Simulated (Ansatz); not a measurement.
Values for one crystal, relaxed and computed with DFT-LDA in the program Ansatz with PAW potentials; other levels are named.

| Quantity | Result |
|---|---|
| Volume per atom | 12.28 Å³ |
| Band gap | 2.15 eV (indirect) |
| Debye temperature from the elastic constants | 480 K |
| Electron effective mass, band 2 of 2 at the edge | 0.54 along x, 0.66 along z (mₑ) |
| Electronic dielectric constant ε∞ (DFPT) | 6.36 (xx = yy), 6.05 (zz) |
| Electron effective mass, band 1 of 2 at the edge | 1.7 along x, 0.66 along z (mₑ) |
| Zone-centre stability | no imaginary mode at Γ |

Question: Which of these materials gives this?
A) SrO, rock salt
B) BaTiO3, R3m (Ba on 3a, Ti on 3a, O on 9b)
C) SiO2, rutile
D) ZnO, wurtzite

Answer: B, BaTiO3, R3m (Ba on 3a, Ti on 3a, O on 9b)

This is a known low-temperature phase of the composition, computed here at zero pressure and temperature. The cell was relaxed with LDA under the symmetry of its start. No spin polarisation was allowed. Spin–orbit coupling is left out wherever it is not named.

Potentials: the earlier of the program's two PAW sets. The files were generated under PBE; for other functionals the program regenerates the frozen cores, and for LDA and PBEsol the local potential too.
